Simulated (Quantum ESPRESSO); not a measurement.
```xyz
2
Lattice="0.0000 3.2704 3.2704 3.2704 0.0000 3.2704 3.2704 3.2704 0.0000" Properties=species:S:1:pos:R:3 pbc="T T T"
Cl     3.2704     3.2704     3.2704
Rb     0.0000     0.0000     0.0000
```

Cell and atoms were relaxed with PBEsol from Materials Project entry mp-23295, within its symmetry.

Problem. What does PBEsol (Quantum ESPRESSO, PseudoDojo norm-conserving, 58 Ry, no spin-orbit coupling) give for the electronic structure near the Fermi level?

Solution. The PBEsol gap is direct, 4.90 eV at Γ.
